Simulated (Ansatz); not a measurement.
Si in space group P6_422 (No. 181; Si on 3c) under volume change, the program Ansatz at the PBEsol level (PAW), shape and atoms relaxed at each volume.

```csv
V (Å³/atom),E − E(relaxed) (meV/atom),P (GPa)
16.135,___,___
16.667,22.9,7.29
17.199,5.4,3.35
17.731,0.0,0.00
18.263,___,___
18.794,18.4,-5.25
19.326,39.3,-7.32
```

**Question.** Complete the blanks.

**Answer.** 
- 18.263, E − E(relaxed) (meV/atom): 4.8
- 18.263, P (GPa): -2.84
- 16.135, E − E(relaxed) (meV/atom): 54.5
- 16.135, P (GPa): 11.87

**Question.** What does a third-order Birch–Murnaghan fit give for V₀, B₀ and B′?

**Answer.** V₀ = 17.73 Å³/atom, B₀ = 102 GPa, B′ = 4.3.

The start of the workflow was typed in or built on a structure type; neither database checked (COD, Materials Project) lists it. It is not the phase usual at ambient conditions (space group No. 227). The PBEsol relaxation kept the symmetry of its start; of distortions, only those at the zone centre were tested.

Potentials: the later of the program's two PAW sets.
